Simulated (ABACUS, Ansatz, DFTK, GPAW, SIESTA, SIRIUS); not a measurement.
# ScF3: programs and potentials compared

```
Sc F
1.0
     4.01245    0.00000    0.00000
     0.00000    4.01245    0.00000
     0.00000    0.00000    4.01245
Sc F
1 3
Cartesian
  0.0000 0.0000 0.0000
  0.0000 0.0000 2.0062
  0.0000 2.0062 0.0000
  2.0062 0.0000 0.0000
```

Alike in all runs: task equation of state; functional PBEsol; k mesh 7 × 7 × 7; occupations fermi-dirac, width 0.05 eV; no spin polarisation; no spin-orbit coupling.

| program and potentials | plane-wave cutoff (eV) | notes | equilibrium volume (Å³/atom) | bulk modulus (GPa) |
| --- | --- | --- | --- | --- |
| SIRIUS, PseudoDojo 0.4.1 PBEsol standard (scalar relativistic) | 1152 | - | 16.21 | 96.6 |
| Ansatz, all-electron LAPW, scalar-relativistic | - | - | 16.25 | 96.3 |
| GPAW, PAW data sets generated for this functional | 800 | - | ? | ? |
| ABACUS, PseudoDojo NC SR 0.4.1 PBEsol standard, plane waves | 1143 | - | 16.21 | 96.6 |
| SIESTA, files PseudoDojo sr-pbesol-0.4.1-standard, DZP (energy shift 0.003 Ry; two zetas on semicore shells) | - | atomic basis | 16.47 | 93.8 |
| DFTK, PseudoDojo SR PBEsol 0.4.1 standard (PBEsol) | 1143 | - | 16.21 | 96.6 |
| SIRIUS, all-electron FP-LAPW, apw+lo standard | - | - | 16.24 | 96.2 |

Question: Estimate from the other rows what the run with GPAW, PAW data sets generated for this functional gave.

Answer: Equilibrium volume 16.31 Å³/atom; bulk modulus 96.6 GPa. The other rows, which needn't bracket it: equilibrium volume 16.21 to 16.47; bulk modulus 93.8 to 96.6.
